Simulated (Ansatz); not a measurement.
Cu$_{3}$Au:
```cif
data_Au4Cu12
_chemical_formula_sum 'Cu12 Au4'
_space_group_name_H-M_alt 'P 1'
_space_group_IT_number 1
_cell_length_a 6.56456
_cell_length_b 6.56456
_cell_length_c 6.56215
_cell_angle_alpha 70.590
_cell_angle_beta 109.410
_cell_angle_gamma 70.577
loop_
_space_group_symop_operation_xyz
  'x, y, z'
loop_
_atom_site_label
_atom_site_type_symbol
_atom_site_fract_x
_atom_site_fract_y
_atom_site_fract_z
_atom_site_occupancy
Cu1 Cu 0.37181 0.13644 0.73754 1
Cu2 Cu 0.61043 0.13226 0.49495 1
Cu3 Cu 0.61249 0.38751 0.73571 1
Au1 Au 0.86430 0.86430 0.00000 1
Cu4 Cu 0.38751 0.61249 0.26429 1
Cu5 Cu 0.62418 0.62418 0.00000 1
Cu6 Cu 0.62819 0.86356 0.26246 1
Cu7 Cu 0.86774 0.38957 0.49495 1
Cu8 Cu 0.86356 0.62819 0.73754 1
Cu9 Cu 0.13226 0.61043 0.50505 1
Au2 Au 0.14050 0.85950 0.75369 1
Cu10 Cu 0.37582 0.37582 0.00000 1
Au3 Au 0.85950 0.14050 0.24631 1
Au4 Au 0.13570 0.13570 0.00000 1
Cu11 Cu 0.13644 0.37181 0.26246 1
Cu12 Cu 0.38957 0.86774 0.50505 1
```

Relaxed with PBE.

**Question.** Which orbitals make up the states near the Fermi level in PBE in the plane-wave PAW code Ansatz?

**Answer.** Within 0.5 eV of the Fermi level: Cu 4s 32 %, Cu 3d 28 %, Au 6s 10 %, Au 5d 8 %, outside the projected shells 22 %. Projections are on Löwdin-orthogonalised atomic valence shells; empty p or d shells of many metals are not among them.

**Question.** Tabulate the density of states.

**Answer.** States/eV per cell of 16 atoms, in 0.25 eV bins, energy from the Fermi level.

```tsv
E (eV)	total	Cu 3d	Au 5d	Cu 4s
-7.85	1.13	0.02	0.04	0.54
-7.60	1.90	0.05	0.08	1.10
-7.35	2.42	0.08	0.17	1.37
-7.10	3.05	0.13	0.38	1.64
-6.85	4.44	0.25	1.03	2.03
-6.60	7.69	0.58	3.10	2.43
-6.35	7.13	0.62	3.93	1.68
-6.10	19.30	2.14	13.61	2.55
-5.85	21.54	2.96	14.93	2.65
-5.60	12.45	2.03	8.16	1.66
-5.35	19.61	3.56	13.31	1.90
-5.10	16.47	3.49	10.78	1.58
-4.85	14.61	4.09	8.64	1.41
-4.60	20.67	6.62	11.85	1.47
-4.35	20.31	7.58	10.73	1.19
-4.10	18.23	8.47	7.54	1.41
-3.85	21.07	14.25	4.65	1.39
-3.60	30.39	22.98	5.50	1.16
-3.35	33.64	27.79	3.88	1.05
-3.10	39.37	33.60	3.58	1.05
-2.85	53.98	48.64	3.39	0.87
-2.60	54.18	49.36	3.00	0.78
-2.35	51.25	45.93	3.85	0.66
-2.10	51.23	45.92	4.10	0.55
-1.85	54.50	48.61	4.76	0.60
-1.60	76.84	69.20	6.54	0.69
-1.35	12.45	9.63	1.27	0.96
-1.10	6.39	3.69	0.67	1.20
-0.85	5.84	2.78	0.59	1.34
-0.60	5.66	2.27	0.54	1.50
-0.35	4.99	1.67	0.43	1.51
-0.10	5.37	1.53	0.42	1.75
0.15	4.29	1.03	0.32	1.39
0.40	4.47	0.93	0.31	1.47
0.65	4.50	0.79	0.29	1.47
0.90	4.43	0.67	0.26	1.44
1.15	4.03	0.51	0.22	1.33
1.40	3.93	0.43	0.19	1.27
1.65	4.57	0.44	0.19	1.31
1.90	4.05	0.35	0.15	1.14
2.15	3.93	0.30	0.13	1.05
2.40	3.70	0.25	0.11	0.92
2.65	3.51	0.22	0.09	0.85
2.90	3.38	0.19	0.08	0.78
3.15	3.44	0.20	0.07	0.88
3.40	4.22	0.26	0.10	1.45
3.65	3.91	0.22	0.09	1.53
3.90	4.20	0.21	0.10	1.58
4.15	4.52	0.19	0.11	1.65
4.40	4.91	0.17	0.12	1.60
4.65	4.92	0.14	0.11	1.46
```

Space group C2/m. The start of the workflow was typed in or built on a structure type; neither database checked (COD, Materials Project) lists it. It is not the phase usual at ambient conditions (space group No. 221). Symmetry was held in the PBE relaxation; its stability against distortions is not shown here. The run is not spin-polarised. Spin–orbit coupling is left out wherever it is not named.

Potentials: the earlier of the program's two PAW sets.
